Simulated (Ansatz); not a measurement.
A geometry of Sb away from equilibrium: step 2 of the relaxation of a relaxed Sb cell, doubled along one cell vector, shaken by Gaussian noise of σ = 0.08 Å a coordinate. Method: PBEsol (plane waves to 420 eV, PAW, scalar-relativistic; Ansatz, a quantum-chemistry and plane-wave program). Γ-centred k-mesh 8×8×3 on the run's cell (coarser than for final values), Fermi–Dirac smearing 0.05 eV.

```
Sb
1.0
    5.08993     0.00928     0.00121
   -2.53693     4.36697     0.00559
    0.00285     0.01680    11.94440
Sb
8
Cartesian
  0.08679   0.05655   1.40033
  0.06861   0.08773   7.40919
  0.10628   0.07330   4.49220
 -0.06212  -0.06820  10.31614
  0.07240   2.95948   1.48073
  0.07626   3.03146   7.18507
  2.63333   1.52026   4.58224
  2.45320   1.37632  10.65500
```

Problem. What forces act on the atoms (eV/Å)?

Solution. 
| atom | Fx | Fy | Fz |
|---|---|---|---|
| Sb1 | -0.12 | -0.11 | 0.04 |
| Sb2 | -0.01 | 0.10 | 0.26 |
| Sb3 | -0.10 | -0.03 | -0.53 |
| Sb4 | -0.13 | -0.02 | 0.12 |
| Sb5 | 0.13 | 0.13 | -0.04 |
| Sb6 | 0.01 | -0.06 | -0.34 |
| Sb7 | 0.09 | 0.00 | 0.13 |
| Sb8 | 0.13 | -0.01 | 0.36 |

Problem. What is the pressure?

Solution. +0.1 GPa, compression positive.

No spin polarisation in the result.

Of the parent cell (P6₃/mmc (No. 194)): it is a generated cell of Sb: the first start was made by placing the elements on the sites of a structure type, and the end was not matched to a known phase here, so it may be hypothetical. Known forms of Sb include space group No. 166.
